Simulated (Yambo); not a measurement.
G0W0@LDA for Rb₂SiF₆ (space group Fm-3m, No. 225) in Yambo. Reference settings: 2×2×2 Γ-centred k mesh, 215 bands and a 7 Ry block in the screening, 215 bands in G with the Bruneval-Gonze terminator, plasmon pole fitted at 27.2 eV. The LDA gap Γ → Γ on this mesh is 7.15 eV; G0W0 gaps are taken between the same points.

With and without the terminator, as bands are cut:

| bands in G (in W) | gap, terminator (eV) | gap, none (eV) | valence shift, terminator (eV) | valence shift, none (eV) |
|---|---|---|---|---|
| 58 (58) | 12.550 | 12.487 | -2.929 | -2.657 |
| 85 (85) | 11.994 | 11.892 | -2.751 | -2.464 |
| 122 (122) | 11.783 | 11.653 | -2.739 | -2.459 |
| 168 (168) | 11.699 | 11.568 | -2.771 | -2.518 |
| 215 (215) | 11.666 | 11.545 | -2.794 | -2.573 |

Over this range the gap spans 0.884 eV with the terminator and 0.942 eV without, the valence shift 0.190 eV and 0.198 eV. Neither column has reached its limit for certain.

Geometry of the Materials Project entry, not relaxed at this level; primitive cell a = b = c = 5.9067 Å, α = β = γ = 60.00°.

The structure is a Materials Project entry; no match was found in the copy of COD used, and its stability was not checked.

A shift is the quasiparticle energy of the state minus its LDA energy.
